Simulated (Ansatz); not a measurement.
A generator proposed this cell of In5O.

```cif
data_structure
_symmetry_space_group_name_H-M 'P 1'
_symmetry_Int_Tables_number 1
_cell_length_a 5.2278
_cell_length_b 5.2278
_cell_length_c 5.2278
_cell_angle_alpha 93.512
_cell_angle_beta 93.512
_cell_angle_gamma 93.512
_cell_volume 142.03
loop_
_atom_site_label
_atom_site_type_symbol
_atom_site_fract_x
_atom_site_fract_y
_atom_site_fract_z
_atom_site_occupancy
In1 In 0.50000 0.00000 0.50000 1
In2 In 0.50000 0.50000 0.00000 1
In3 In 0.00000 0.50000 0.50000 1
In4 In 0.79928 0.79928 0.79928 1
In5 In 0.20072 0.20072 0.20072 1
O1 O 0.50000 0.50000 0.50000 1
```

Level of theory: DFT PBE, scalar-relativistic, plane waves, PAW (Ansatz 0.2.0). Settings: cutoff 420 eV, Γ-centred mesh 3×3×3 on the computed 6-atom cell, Gaussian smearing of 0.10 eV; no spin polarisation.

Formation energies are uncorrected and refer to the elements' standard structures at the same level (O₂ as a molecule).

Task: Estimate its pressure, forces and energy as it stands.

Result: The pressure is 17.7 GPa (the mean over three directions, positive in compression), the largest force is 4.98 eV/Å, and the energy is +0.52 eV/atom against the elements. The shortest distance is 2.47 Å.

Task: Is it a good guess?

Result: A rough one: relaxing gains about 0.60 eV/atom (the start's value is from the coarse mesh, so the gain is rough) in 22 ionic steps and ends at −0.08 eV/atom on the finer mesh. The symmetry stays R-3m (No. 166). The volume per atom grows by 2.3 %, from 23.7 to 24.2 Å³. The shortest distance goes from 2.47 Å (In–In) to 2.67 Å (In–O). The ratio c/a of the conventional cell changes by a factor of 1.44. Conventional cell: a = 6.797 Å, c = 10.899 Å. In on a site of symmetry 2/m is surrounded by 2 O at 2.67 Å, 2 In at 2.97 Å and 4 In at 3.40 Å; In on a site of symmetry 3m has 1 In at 2.79 Å and 3 In at 2.97 Å; O is surrounded by 6 In at 2.67 Å.

The last run used a 6×6×6 mesh for its 6-atom cell and Gaussian smearing of 0.10 eV. The relaxation can't lower the symmetry of the start, and the grade says only how near the guess is to its own end. A structure relaxed within its symmetry needn't be a true minimum.
